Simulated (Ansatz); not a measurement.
A trial cell of Hf₅Te, before relaxation:

```
CELL_PARAMETERS angstrom
5.16191 0.00000 0.00000
0.00000 5.16191 0.00000
0.00000 0.00000 6.15027
ATOMIC_POSITIONS crystal
Hf 0.71550 0.71550 0.50000
Hf 0.28450 0.28450 0.50000
Hf 0.28450 0.71550 0.50000
Hf 0.71550 0.28450 0.50000
Hf 0.50000 0.50000 0.00000
Te 0.00000 0.00000 0.00000
```

Theory: DFT PBE, scalar-relativistic, plane waves, PAW in Ansatz 0.2.0. Cutoff 420 eV, Gaussian smearing, Γ-centred meshes. Cell and atoms relax first on a coarse mesh and then on a finer one. In between, the cell is made exact in the group found at 0.06 Å. In metals the finer mesh still leaves noise of several meV/atom or more. The steps can't lower the symmetry of their start. No spin polarisation.

A guess keeps its type if space group and coordination stay and the shape of the cell changes little (axis ratios within about 15 %, angles within 6°); the volume may change.

**Question.** Does it keep its structure type, or change into something else?

**Answer.** It doesn't keep its type. The symmetry stays P4/mmm (No. 123). The volume per atom shrinks by 4.2 %, from 27.3 to 26.2 Å³. The shortest distance goes from 2.22 Å (Hf–Hf) to 2.91 Å (Hf–Hf). The ratio c/a of the conventional cell changes by a factor of 0.42. Counting neighbours within 15 % of an atom's shortest distance, the start has Hf 2/12, Te 12 and the end Hf 4/8, Te 10. In detail, at the end Hf on a site of symmetry m2m is surrounded by 2 Hf at 2.91 Å, 2 Te at 2.97 Å and 6 Hf at 3.36–3.46 Å; Hf on a site of symmetry 4/mmm has 8 Hf at 2.91 Å and 2 Hf at 3.38 Å; around Te lie 8 Hf at 2.97 Å and 2 Te at 3.38 Å.

```xyz
6
Lattice="6.8207 0.0000 0.0000 0.0000 6.8207 0.0000 0.0000 0.0000 3.3760" Properties=species:S:1:pos:R:3 pbc="T T T"
Hf    5.0888    5.0888    1.6880
Hf    1.7319    1.7319    1.6880
Hf    1.7319    5.0888    1.6880
Hf    5.0888    1.7319    1.6880
Hf    3.4103    3.4103    0.0000
Te    0.0000    0.0000    0.0000
```

The last run used a 6×6×12 mesh (in the run's order of axes) for its 6-atom cell and Gaussian smearing of 0.10 eV. These runs have no spin–orbit coupling, which can matter for Hf and Te. A structure relaxed within its symmetry needn't be a true minimum. Another cell of Hf5Te relaxed alike, in R-3m, lies 0.43 eV/atom lower, so this cell isn't the stable form at this level.

In counts of neighbours, a slash parts the counts of unlike sites.
